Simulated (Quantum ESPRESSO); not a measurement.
## Band energies of KAs$_{4}$ClO$_{6}$

```xyz
12
Lattice="5.2533 0.0000 0.0000 -2.6266 4.5495 0.0000 0.0000 0.0000 8.9458" Properties=species:S:1:pos:R:3 pbc="T T T"
O     -1.3133     2.2747     6.1355
O     -1.3133     2.2747     2.8103
O      2.6266     0.0000     6.1355
O      2.6266     0.0000     2.8103
O      1.3133     2.2747     6.1355
O      1.3133     2.2747     2.8103
Cl     0.0000     0.0000     0.0000
K      0.0000     0.0000     4.4729
As     2.6266     1.5165     7.1168
As     0.0000     3.0330     1.8290
As     0.0000     3.0330     7.1168
As     2.6266     1.5165     1.8290
```

norm-conserving LDA (Quantum ESPRESSO, 84 Ry, no spin-orbit coupling); path ΓMKΓALHA,LM,KH; energies in eV from the valence-band maximum.

| k (1/Å) | point | band 52 | band 53 | band 54 | band 55 | band 56 | band 57 | band 58 | band 59 |
|---|---|---|---|---|---|---|---|---|---|
| 0.00 | Γ | -1.06 | -1.06 | -0.96 | -0.93 | -0.12 | 3.25 | 3.56 | 3.56 |
| 0.46 |  | -1.08 | -1.05 | -0.92 | -0.34 | -0.23 | 3.82 | 4.23 | 4.64 |
| 0.69 | M | -1.08 | -0.97 | -0.65 | -0.37 | -0.08 | 3.57 | 4.47 | 4.61 |
| 0.89 |  | -0.96 | -0.88 | -0.58 | -0.37 | -0.19 | 3.51 | 4.60 | 4.74 |
| 1.09 | K | -0.95 | -0.48 | -0.48 | -0.44 | -0.44 | 3.42 | 4.84 | 4.84 |
| 1.29 |  | -0.98 | -0.84 | -0.66 | -0.31 | -0.30 | 3.59 | 4.61 | 4.81 |
| 1.69 |  | -1.10 | -1.07 | -1.06 | -0.86 | -0.11 | 3.60 | 3.73 | 3.82 |
| 1.89 | Γ | -1.06 | -1.06 | -0.96 | -0.93 | -0.12 | 3.25 | 3.56 | 3.56 |
| 1.89 | A | -1.07 | -1.07 | -0.96 | -0.93 | -0.46 | 3.45 | 3.76 | 3.76 |
| 2.23 |  | -1.26 | -1.24 | -1.06 | -0.48 | -0.44 | 4.05 | 4.16 | 4.52 |
| 2.58 | L | -1.06 | -1.01 | -0.82 | -0.68 | 0.00 | 3.79 | 4.48 | 4.59 |
| 2.78 |  | -0.99 | -0.85 | -0.77 | -0.65 | -0.12 | 3.65 | 4.54 | 4.83 |
| 2.98 | H | -0.96 | -0.67 | -0.67 | -0.43 | -0.43 | 3.53 | 4.83 | 4.83 |
| 3.11 |  | -0.99 | -0.76 | -0.70 | -0.62 | -0.24 | 3.61 | 4.61 | 4.88 |
| 3.37 |  | -1.19 | -1.18 | -1.04 | -0.49 | -0.36 | 3.99 | 4.43 | 4.44 |
| 3.64 |  | -1.07 | -1.02 | -0.99 | -0.89 | -0.45 | 3.64 | 3.84 | 3.84 |
| 3.77 | A | -1.07 | -1.07 | -0.96 | -0.93 | -0.46 | 3.45 | 3.76 | 3.76 |
| 3.77 | L | -1.06 | -1.01 | -0.82 | -0.68 | 0.00 | 3.79 | 4.48 | 4.59 |
| 4.12 | M | -1.08 | -0.97 | -0.65 | -0.37 | -0.08 | 3.57 | 4.47 | 4.61 |
| 4.12 | K | -0.95 | -0.48 | -0.48 | -0.44 | -0.44 | 3.42 | 4.84 | 4.84 |
| 4.48 | H | -0.96 | -0.67 | -0.67 | -0.43 | -0.43 | 3.53 | 4.83 | 4.83 |

The LDA gap is indirect, 3.25 eV, from L to Γ; the smallest direct gap is 3.37 eV.

Spin-orbit splittings are left out.

Geometry of the Materials Project entry, not relaxed at this level.
